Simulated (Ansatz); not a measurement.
The start is a generated trial cell of ZrC in the AFLOW prototype AB_oP8_62_c_c (B16, as in GeS). The structure is fully relaxed (lattice and positions, P = 0) with PBE (plane waves to 420 eV, PAW, scalar-relativistic; Ansatz, a quantum-chemistry and plane-wave program). First-step values are on the input's coarse k-mesh.

Ansatz input (later rounds restart from its end on a renewed k-mesh):
Ansatz 0.2 input:
```yaml
crystal:
  lattice:
    - [8.9952046, 0, 0]
    - [0, 3.1422788, 0]
    - [0, 0, 3.7034]
  atoms:
    - { symbol: C, position: [0.375, 0.25, 0.333] }
    - { symbol: C, position: [0.875, 0.25, 0.167] }
    - { symbol: C, position: [0.625, 0.75, 0.667] }
    - { symbol: C, position: [0.125, 0.75, 0.833] }
    - { symbol: Zr, position: [0.139, 0.25, 0.389] }
    - { symbol: Zr, position: [0.639, 0.25, 0.111] }
    - { symbol: Zr, position: [0.861, 0.75, 0.611] }
    - { symbol: Zr, position: [0.361, 0.75, 0.889] }
basis: { ecutwfc: 420, ecutrho_ratio: 4, xc_grid: 2, fft_grid_basis: typed }
kpoints: { mp_grid: { grid: [3, 7, 6] } }
hamiltonian:
  xc: pbe
  dispersion: none
  pseudopotentials: { kind: paw }
scf: { occupations: { method: fermi_dirac, width: 0.05 } }
relax: { f_tol: 0.01, max_steps: 100, cell: { stress_tol: 0.02 } }
output: { forces: true, stress: true }
```

Problem. What is the largest force in the starting geometry, and on which atom (counted from 1)?

Solution. About 2.0 eV/Å, on Zr5, Zr6, Zr7, Zr8 (atoms numbered as listed).

Problem. What symmetry does the relaxed structure have?

Solution. The space group goes from Pnma (No. 62) to Fm-3m (No. 225); the end is rock salt type, with 2 atoms in the primitive cell.

Problem. How do the shortest distances between atoms change?

Solution. The closest pairs of elements (up to four, under 3.6 Å), start → end: C–Zr 2.13 → 2.35 Å; C–C 3.01 → 3.33 Å; Zr–Zr 3.07 → 3.33 Å.

Problem. What band gap does the relaxed structure have at this level?

Solution. No gap (metallic).

Problem. Give the final cell and atomic positions.

Solution. 
Space group Fm-3m (No. 225); a = b = c = 4.7087 Å, α = β = γ = 90.00°

| atom | site | symmetry | x | y | z |
|---|---|---|---|---|---|
| C | 4b | m-3m | 0.5000 | 0.5000 | 0.5000 |
| Zr | 4a | m-3m | 0.0000 | 0.0000 | 0.0000 |
(The calculation used a cell of 2 atoms; values per cell refer to that cell.)

Final values are on a 17×17×17 k-mesh of the relaxed cell. No spin polarisation in the result.

The run could not lose the symmetry of its start.
